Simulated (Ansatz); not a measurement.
KRb₂BiF₆ in space group Fm-3m (No. 225; K on 4b, Rb on 8c, Bi on 4a, F on 24e), plane-wave PAW LDA (Ansatz code). The conduction-band minimum lies on the Γ–X line, 34 % of the way from Γ, with 24 equivalent valleys. Second derivatives d²E/dk² of the lowest band at one valley (eV·Å²), along Cartesian directions:

| direction | d²E/dk² |
|---|---|
| [100] | 5.059 |
| [010] | 2.260 |
| [001] | 2.260 |
| [110] | 3.509 |
| [101] | 3.509 |
| [011] | 2.254 |

### Question
Find the principal effective masses, the density-of-states mass and the conductivity mass.

### Answer
Off-diagonal terms follow from H_xy = H[110] − (H_xx + H_yy)/2, and m*/mₑ = 7.620 eV·Å² over each eigenvalue: 1.5, 3.4, 3.4. One valley's DOS mass (m₁m₂m₃)^(1/3) = 2.6, conductivity mass 3/(Σ 1/mᵢ) = 2.4 mₑ.

### Question
What effective density of states Nc follows at 300 K for parabolic valleys?

### Answer
Nc = 2.509e19 × 24 × (2.6)^(3/2) ≈ 2.5e21 cm⁻³.

The first step of the workflow began from a Materials Project structure, measured or hypothetical; the Crystallography Open Database files this formula in space group No. 225, but the cells were not matched. Its standing as an ambient phase is unchecked. The cell was relaxed with LDA under the symmetry of its start. At this level the phase is dynamically unstable (imaginary phonons). Scalar-relativistic: spin–orbit coupling is off unless named, which matters more the heavier the elements.

Potentials: the later of the program's two PAW sets.

Edges and masses are those of Kohn–Sham bands, whose gap is no quasiparticle gap.
